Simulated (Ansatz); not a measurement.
**Data sheet: GaAs (DFT)**

GaAs:
```yaml
crystal:
  lattice:
    - [3.37375, 0.00000, 0.00000]
    - [0.00000, 3.37375, 0.00000]
    - [0.00000, 0.00000, 3.37375]
  atoms:
    - { symbol: Ga, position: [0.00000, 0.00000, 0.00000] }
    - { symbol: As, position: [0.50000, 0.50000, 0.50000] }
```

Space group Pm-3m (No. 221), CsCl type; conventional cell a = 3.374 Å, b = 3.374 Å, c = 3.374 Å, α = 90.00°, β = 90.00°, γ = 90.00°.

Method: plane-wave PAW PBE (Ansatz code). The cell and atoms are relaxed at this level. Other levels are named where they apply.

### Cell and energy

| Quantity | Result |
|---|---|
| Volume per atom | 19.20 Å³ |
| Density | 6.25 g/cm³ |
| Formation energy from the elements (no fitted shifts) | 0.19 eV/atom |

### Electronic structure

| Item | Value |
|---|---|
| Electronic character | metallic (no gap) |
| Density of states at the Fermi level | 0.52 states/eV per atom (mean over ±0.08 eV) |
| Gap with spin–orbit coupling | none (metallic) |

### Mechanics

| Property | Result |
|---|---|
| Bulk modulus (Birch–Murnaghan fit) | 62.7 GPa |
| Pressure derivative B′ | 4.6 |

### Phonons

| Property | Value |
|---|---|
| Highest zone-centre frequency | 9.7 meV |
| Zone-centre stability | no imaginary mode at Γ |

### Charges

| Item | Value |
|---|---|
| Bader charges | Ga +0.39, As -0.39 e |

A made-up cell: these elements were put on the sites of a structure type; neither database checked (COD, Materials Project) lists it. It is not the phase usual at ambient conditions (space group No. 216). The cell was relaxed with PBE under the symmetry of its start. As this level gives no gap, phonon frequencies hold no LO–TO term and depend on the k-mesh and smearing (Fermi–Dirac, 0.1 eV here). The references are the lowest solids computed at this level, not always the standard phases. Spin–orbit coupling is left out wherever it is not named.

Potentials: the later of the program's two PAW sets.
